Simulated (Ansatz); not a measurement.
Si2W, one structure, two calculations

Cell: a COD entry, ions relaxed with PBE at fixed cell.

```
Si W
1.0
    -1.60690    1.60690    3.91495
     1.60690   -1.60690    3.91495
     1.60690    1.60690   -3.91495
Si W
2 1
Direct
  0.33439 0.33439 0.00000
  0.66561 0.66561 0.00000
  0.00000 0.00000 0.00000
```

Sites (sets of like atoms) are named by element and the number of their first atom in this list.

First run. All values are calculated (Ansatz; DFT, PBE, plane waves and PAW, scalar-relativistic, 420 eV cutoff, Γ-centred 20×20×20 k-points, Fermi–Dirac smearing 0.05 eV), not measured.

```
site  atom  V_zz (10²¹ V/m²)     η
  Si     1             -0.94  0.00
   W     3            -16.71  0.00
```

Second run. The same atoms and settings, except that the functional is PBEsol.

(1) Given the first result, estimate the second.

Results:

(1) 

```
site  atom    V_zz     η  change of V_zz
  Si     1   -0.95  0.00           -0.01
   W     3  -16.84  0.00           -0.13
```

The largest change of V_zz is on W, from -16.71 to -16.84. In per cent, |V_zz| changes by +1 on W (all sites that start above 2).

The run finds no gap above 0.1 eV (a metal, or nearly one), so the gradients can move by 10 % or more with the k-mesh. Without spin–orbit coupling the gradients at and beside W can be off by some per cent, at some sites by more.
